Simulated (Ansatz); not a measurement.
## MnCuC4N4, before and after

A trial structure of MnCuC4N4 was built thus: two interpenetrating cyanide-bridged diamond nets (P-43m, No. 215). Its size is a rough estimate.

start.cif

```cif
data_structure
_symmetry_space_group_name_H-M 'P-43m'
_symmetry_Int_Tables_number 215
_cell_length_a 5.9086
_cell_length_b 5.9086
_cell_length_c 5.9086
_cell_angle_alpha 90.000
_cell_angle_beta 90.000
_cell_angle_gamma 90.000
_cell_volume 206.28
loop_
_atom_site_label
_atom_site_type_symbol
_atom_site_symmetry_multiplicity
_atom_site_Wyckoff_symbol
_atom_site_fract_x
_atom_site_fract_y
_atom_site_fract_z
_atom_site_occupancy
Mn1 Mn 1 b 0.50000 0.50000 0.50000 1
Cu1 Cu 1 a 0.00000 0.00000 0.00000 1
C1 C 4 e 0.18732 0.18732 0.18732 1
N1 N 4 e 0.30164 0.30164 0.30164 1
```

Computed with DFT PBE, scalar-relativistic, plane waves, PAW (Ansatz 0.2.0). Cutoff 420 eV, Gaussian smearing, Γ-centred meshes. Cell and atoms relax first on a coarse mesh and then on a finer one. In between, the cell is made exact in the group found at 0.06 Å. In metals the finer mesh still leaves noise of several meV/atom or more. The steps can't lower the symmetry of their start. Collinear spin, starting moments Mn 4.0; Cu 1.0 μB.

end.cif

```cif
data_structure
_symmetry_space_group_name_H-M 'P-43m'
_symmetry_Int_Tables_number 215
_cell_length_a 5.8489
_cell_length_b 5.8489
_cell_length_c 5.8489
_cell_angle_alpha 90.000
_cell_angle_beta 90.000
_cell_angle_gamma 90.000
_cell_volume 200.09
loop_
_atom_site_label
_atom_site_type_symbol
_atom_site_symmetry_multiplicity
_atom_site_Wyckoff_symbol
_atom_site_fract_x
_atom_site_fract_y
_atom_site_fract_z
_atom_site_occupancy
Mn1 Mn 1 b 0.50000 0.50000 0.50000 1
Cu1 Cu 1 a 0.00000 0.00000 0.00000 1
C1 C 4 e 0.19063 0.19063 0.19063 1
N1 N 4 e 0.30667 0.30667 0.30667 1
```

The symmetry stays P-43m (No. 215). The volume per atom shrinks by 3.0 %, from 20.6 to 20.0 Å³. The shortest distance goes from 1.17 Å (C–N) to 1.18 Å (C–N).

```json
{
 "Volume per atom": "20.01 Å³",
 "Density": "1.85 g/cm³",
 "Formation energy": "+0.42 eV/atom",
 "Gap on the 6×6×6 mesh of the 10-atom cell": "0 eV (a metal)",
 "Net moment per atom": "0.40 μB",
 "Moment by site": "Mn 3.4; Cu -0.2 μB"
}
```

The zero of energy is the elements' standard structures at the same level (N₂ as a molecule); no fitted shifts are applied. It can't be a ground state, since the elements alone are lower.

The last run used collinear spin and Gaussian smearing of 0.10 eV. In such compounds of Cu and Mn a zero gap at this level may well be an artefact, since no Hubbard U is applied. The reference form of C is held partly by dispersion forces, which this level lacks. The magnetic state reached may not be the lowest. A structure relaxed within its symmetry needn't be a true minimum. In all, the 3 runs took 2.4 min on 1 thread of Intel(R) Xeon(R) 6975P-C (Granite Rapids), on a shared host. Site moments count only spheres around the atoms; the net moment includes the space between them.
